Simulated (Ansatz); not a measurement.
CaInIO$_{2}$, a known structure type with other elements, at an estimated volume

```yaml
crystal:
  lattice:
    - [5.76169, 0.00000, 0.00000]
    - [2.88084, -6.63973, 0.00000]
    - [0.00000, 0.00000, -5.62825]
  atoms:
    - { symbol: I, position: [0.74450, 0.51100, 0.75000] }
    - { symbol: I, position: [0.25550, 0.48900, 0.25000] }
    - { symbol: O, position: [0.24700, 0.00000, 0.00000] }
    - { symbol: O, position: [0.75300, 0.00000, 0.50000] }
    - { symbol: O, position: [0.75300, 0.00000, 0.00000] }
    - { symbol: O, position: [0.24700, 0.00000, 0.50000] }
    - { symbol: Ca, position: [0.40500, 0.19000, 0.75000] }
    - { symbol: Ca, position: [0.59500, 0.81000, 0.25000] }
    - { symbol: In, position: [0.07390, 0.85220, 0.75000] }
    - { symbol: In, position: [0.92610, 0.14780, 0.25000] }
```

The numbers come from plane-wave PAW DFT (Ansatz): r2SCAN, no spin polarisation, 500 eV, 5×5×5 Γ-centred k points, fermi-dirac occupations (width 0.0236 eV). Nothing was relaxed.

(1) What is the character of the valence top and the conduction bottom?

(2) What is the band gap?

(3) What does the stress say?

(4) Is it stable against the elements?

Origin: a known structure type with other elements, at an estimated volume, so it need not be a known compound. Caveats: no spin-orbit coupling, which can shift this gap by tenths of an eV; atoms or cell far from equilibrium; the gap is not wide against the smearing.

## Answers

(1) Within 0.7 eV of the edges, the states project mainly on O p (95 %) below the gap and on In s (37 %), In p (21 %) and O p (16 %) above it.

(2) The gap is 0.07 eV, direct at the points sampled.

(3) The pressure is -6.4 GPa (compression positive), so with the atoms held at these fractions the cell would first shrink; the forces are large, so a full relaxation may end otherwise. The principal stresses -8.0, -6.6, -4.6 GPa differ, so its shape would change too.

(4) -1.82 eV an atom against the elements' usual phases (free molecules for gases, crystals otherwise, with no correction for O₂ or N₂), so it is bound against them; other compounds may still compete. Relaxing would lower it.
